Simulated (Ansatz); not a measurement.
Consider the following.

Ga2O3:
Space group Cmcm (No. 63); a = 2.7734 Å, b = 9.2400 Å, c = 7.1967 Å, α = β = γ = 90.00°

```csv
atom,site,symmetry,x,y,z
Ga,4c,m2m,0.0000,0.2470,0.2500
Ga,4a,2/m..,0.0000,0.0000,0.0000
O,8f,m..,0.0000,0.6368,0.0761
O,4c,m2m,0.0000,0.1068,0.7500
```
(The calculation used a cell of 10 atoms; values per cell refer to that cell.)

This is the r²SCAN-relaxed structure.

Problem. All from DFT-r²SCAN in the program Ansatz with PAW potentials, unless another level is named. Give the band gap.

Solution. 2.31 eV (smallest direct gap 2.34 eV).

Problem. Give the hole effective mass.

Solution. 0.50, 2.8, 5.6 mₑ (principal values).

Problem. Next, the formation energy from the elements (no fitted shifts)?

Solution. -1.78 eV/atom.

Problem. What about the electron effective mass?

Solution. 0.21, 0.23, 0.23 mₑ (principal values).

Problem. What about the conduction-band minimum?

Solution. at Γ.

The workflow started from a Materials Project entry (that database holds measured and hypothetical structures alike); the Crystallography Open Database copy checked does not list it. It is not the phase usual at ambient conditions (space group No. 12, 167). Symmetry was held in the r²SCAN relaxation. At this level the phase is dynamically unstable (imaginary phonons). The references are the lowest solids computed at this level, not always the standard phases (solids in place of the gases). Spin–orbit coupling is left out wherever it is not named.

Potentials: the later of the program's two PAW sets.
